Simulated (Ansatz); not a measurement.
**Calculation log, NaF (Fm-3m) (effective masses from band slopes)**

Method: LDA, PAW on Ansatz 0.2.0's default frozen-core files (fitted under PBE), scalar-relativistic.

Cell and atoms were relaxed beforehand by PAW with this functional.

The run reads the converged density of an earlier one (folder ck) and solves the listed points alone.

Command line:

```sh
ansatz run input.yaml --threads 1 --pin off --max-ram 3072MiB --backend cpu --events-out ev --progress --plain --runs-dir out
```

Input file:

```yaml
crystal:
  lattice:
    - [0.0, 2.25178122026, 2.25178122026]
    - [2.25178122026, 0.0, 2.25178122026]
    - [2.25178122026, 2.25178122026, 0.0]
  atoms:
    - { symbol: Na, position: [0.0, 0.0, 0.0] }
    - { symbol: F, position: [0.5, 0.5, 0.5] }
kpoints:
  mp_grid: { grid: [10, 10, 10] }
scf:
  occupations: { method: fixed }
hamiltonian:
  xc: lda
  pseudopotentials: { kind: paw }
output:
  eigenstates:
    kpoints:
      - [0.0, 0.0, 0.0]
      - [0.0, 0.001791911, 0.001791911]
      - [0.0, 0.003583821, 0.003583821]
      - [0.0, 0.007167642, 0.007167642]
      - [0.001791911, 0.0, 0.001791911]
      - [0.003583821, 0.0, 0.003583821]
      - [0.007167642, 0.0, 0.007167642]
      - [0.001791911, 0.001791911, 0.0]
      - [0.003583821, 0.003583821, 0.0]
      - [0.007167642, 0.007167642, 0.0]
      - [0.001267072, 0.001267072, 0.002534144]
      - [0.002534144, 0.002534144, 0.005068288]
      # ... 22 further points ...
      - [0.00827648, 0.00827648, 0.00827648]
      - [-0.000731544, -0.000731544, 0.001463089]
      - [-0.001463089, -0.001463089, 0.002926178]
      - [-0.002926178, -0.002926178, 0.005852355]
    de_dk: true
    e_range: [-3, 9.455443019562]
checkpoint:
  read: ck
  post_process_only: true
```

The program printed:

```
Warning: RAYON_NUM_THREADS=1 ignored (pool sized by the plan → 1); use --threads N
Engine: ansatz 0.2.0, aarch64-unknown-linux-gnu
Pseudopotentials: kind: paw
Pseudopotential: Na, paw, valence charge 9, recommended cutoff 420 eV (normal), Na.paw.azcp
Pseudopotential: F, paw, valence charge 7, recommended cutoff 420 eV (normal), F.paw.azcp
Functional definition: SPW92
  exchange = slater_x
  correlation = pw_c
Crystal: 2 atoms, lattice volume = 22.835 Å³
Basis set: ecut = 420 eV, 459 PW (Γ)
Bands: 12, of which v1, the nominal top of the filled ones, is band 8 counted from 1 (7 counted from 0)
Symmetry: 48 space group operations
Space group: Fm-3m (ITA 225), of the structure as read, at distance tolerance 2.8e-5 Å
k-points: 47 of 1000
Non-local potential: Na, projectors of the file, l = 0: 3, l = 1: 2, l = 2: 1
Non-local potential: F, projectors of the file, l = 0: 2, l = 1: 2, l = 2: 1
PAW form: soft (Blöchl's): semilocal exchange-correlation on the pseudo side does not see the compensation charge
PAW frozen core: Na, regenerated for the run's functional, and the local potential with it (the file was generated under x = pbe(κ = 0.804, μ = 0.2195149727645171), c = pbe(β = 0.06672455060314922))
PAW frozen core: F, regenerated for the run's functional, and the local potential with it (the file was generated under x = pbe(κ = 0.804, μ = 0.2195149727645171), c = pbe(β = 0.06672455060314922))
PAW one-centre angular grid: Na, 110 points (default); XC on 64 Gauss nodes
PAW one-centre angular grid: F, 110 points (default); XC on 64 Gauss nodes
Initial density: read from a saved state, or passed on in memory by an earlier SCF of this step, an earlier step, the calling program or the single point that the run made first
Stability of the state it starts from, as read at its close in the unpolarized treatment: not read negative (Ritz values of 1 − χ₀K, real part plus size of imaginary part, from 0.99 to 1.6, by its mixing steps under the symmetry ...
Initial wavefunctions: pseudopotential atomic-orbital guess
Functional: x = slater, c = lda
NSCF: frozen V_eff on 47 k-points
SCF 1: post-processed at a frozen density
  greatest PAW one-centre occupation: 0.999 electrons in one spin orbital (limit 2), on the Na atom at site 0 (counted from 0), in its partial waves of l = 0
NSCF: frozen V_eff on 38 k-points
post-processed at a frozen density (a non-self-consistent diagonalisation pass)
Frozen density: held to its close (this run's Kohn–Sham map moves it by 0.998 times the closing residual that it is held to, a close tighter than 2.5e-8 e/Å³ being held as that figure; up to 4 times is held)
Free energy (F): -2263.092210 eV
Harris-Foulkes:  -2263.092210 eV  (|F-HF|=6.82e-12)
Internal energy: -2263.092210 eV  (E = F + TS)
E sigma→0 (E₀):  -2263.092210 eV
Fermi energy:    1.246183 eV
--- Per-component energies (eV) ---
  E_band       = -225.623402
  E_kinetic    = 327.952250
  E_local      = -1637.247272  (includes V_loc(G=0)·N_el)
  E_nonlocal   = 192.671848
  E_hartree    = 575.217217
  E_xc         = -117.389232
  E_vxc        = -152.246575  (∫ρ·V_xc dr)
  E_paw        = -432.168561  (= ΣΔE_a)
  E_vpaw       = -107.189846  (= ΣTr[D̂ρ^β])
  E_aug_tail   = 0.001850  (compensation charges beyond the density's cutoff)
  E_ewald      = -1172.384452
  E_core_change = 0.254142  (= ΣΔE_core)
  E_smearing   = -0.000000  (= −TS)
  E_closure    = -0.000000  (closes the sum)
  Σ components = -2263.092210   (vs F -2263.092210, Δ=0.00e0)
```

The pass finished at the stored density.

Head of eigenstates.tsv:

```
# spin	ik	k_frac_1	k_frac_2	k_frac_3	k_cart_x_inv_ang	k_cart_y_inv_ang	k_cart_z_inv_ang	n_plane_waves	band	set	set_size	e_ev	residual_ev	de_dk_x_ev_times_ang	de_dk_y_ev_t
# format = ansatz-eigenstates/6
# source = listed_points
# n_kpoints = 38
# n_rows = 152
# density_source = read
# density_dr2_ev = 8.339541086860896e-12
# fermi_ev = 1.2461825410366068e0
# fermi_mp_grid = 10 10 10
# fermi_mp_shift = 0 0 0
# fermi_n_kpoints = 47
# fermi_n_bands = 12
# fermi_largest_filled_residual_ev = 2.3093606800864058e-6
# vbm_ev = 1.2461825410366068e0
# cbm_ev = 7.701625560718967e0
# band_edge_residuals_ev = 1.907521263266345e-6 1.5623181920493428e-4
# n_electrons = 1.6e1
# occupation_method = fixed
# xc_rung = lda
# e_minus_fermi_range_ev = -3e0 9.455443019562e0
# overlap = augmented
# smooth_dims = 24 24 24
# scf_smooth_dims = 24 24 24
# fft_grid_basis = 1 0 0 0 1 0 0 0 1
# n_bands_solved = 15
# n_bands_printed_max = 12
# set_resolution_ev = 1.4035623327562403e-6
# degenerate_levels = group_imposed
```

### Band extrema

Band extrema of a crystal from Kohn-Sham levels and slopes, searched on the fine mesh and refined; masses in electron masses from slopes a step away, negative for holes; Cartesian axes as in the input; principal masses of single bands.

```json
{
 "Fine mesh": "14, 14, 14",
 "Band gap": "6.455 eV",
 "Least direct gap on mesh": "6.455 eV"
}
```

| side | point | k a (r.l.u.) | k b (r.l.u.) | k c (r.l.u.) | valleys | level (eV over the valence top) | mass light (mₑ) | mass middle (mₑ) | mass heavy (mₑ) |
| --- | --- | --- | --- | --- | --- | --- | --- | --- | --- |
| conduction | Gamma | 0 | 0 | 0 | 1 | 6.455 | 0.55 | 0.55 | 0.55 |
| valence | Gamma | 0 | 0 | 0 | 1 | 0 | – | – | – |

Masses along directions:

Branches counted from each extremum; the finite step makes the lightest masses up to 3 per cent heavy.

```
Fine mesh : 14, 14, 14
```

| side | point | k a (r.l.u.) | k b (r.l.u.) | k c (r.l.u.) | direction | number | level from its edge (eV) | band mass (mₑ) |
| --- | --- | --- | --- | --- | --- | --- | --- | --- |
| conduction | Gamma | 0 | 0 | 0 | 100 | 1 | 0 | 0.5501 |
| conduction | Gamma | 0 | 0 | 0 | 010 | 1 | 0 | 0.5501 |
| conduction | Gamma | 0 | 0 | 0 | 001 | 1 | 0 | 0.5501 |
| conduction | Gamma | 0 | 0 | 0 | 110 | 1 | 0 | 0.5501 |
| conduction | Gamma | 0 | 0 | 0 | 111 | 1 | 0 | 0.5501 |
| conduction | Gamma | 0 | 0 | 0 | 11-2 | 1 | 0 | 0.5501 |
| valence | Gamma | 0 | 0 | 0 | 100 | 1 | 0 | -5.731 |
| valence | Gamma | 0 | 0 | 0 | 100 | 2 | 0 | -5.731 |
| valence | Gamma | 0 | 0 | 0 | 100 | 3 | 0 | -0.9479 |
| valence | Gamma | 0 | 0 | 0 | 010 | 1 | 0 | -5.731 |
| valence | Gamma | 0 | 0 | 0 | 010 | 2 | 0 | -5.731 |
| valence | Gamma | 0 | 0 | 0 | 010 | 3 | 0 | -0.9479 |
| valence | Gamma | 0 | 0 | 0 | 001 | 1 | 0 | -5.731 |
| valence | Gamma | 0 | 0 | 0 | 001 | 2 | 0 | -5.731 |
| valence | Gamma | 0 | 0 | 0 | 001 | 3 | 0 | -0.9479 |
| valence | Gamma | 0 | 0 | 0 | 110 | 1 | 0 | -7.93 |
| valence | Gamma | 0 | 0 | 0 | 110 | 2 | 0 | -5.731 |
| valence | Gamma | 0 | 0 | 0 | 110 | 3 | 0 | -0.9066 |
| valence | Gamma | 0 | 0 | 0 | 111 | 1 | 0 | -7.032 |
| valence | Gamma | 0 | 0 | 0 | 111 | 2 | 0 | -7.032 |
| valence | Gamma | 0 | 0 | 0 | 111 | 3 | 0 | -0.8937 |
| valence | Gamma | 0 | 0 | 0 | 11-2 | 1 | 0 | -7.057 |
| valence | Gamma | 0 | 0 | 0 | 11-2 | 2 | 0 | -6.317 |
| valence | Gamma | 0 | 0 | 0 | 11-2 | 3 | 0 | -0.9058 |

Keep in mind: frozen-core PAW files fitted under PBE, their cores solved anew for the functional of the run; semilocal gaps are low, and what follows the gap (onsets, screening, light masses) shifts with it; without spin-orbit coupling, bands that meet at the valence top are not the light and heavy holes of experiment.

Time and hardware: 1 s on 1 thread of Arm Neoverse V2, with other jobs on the host, peak memory 0.22 GiB.
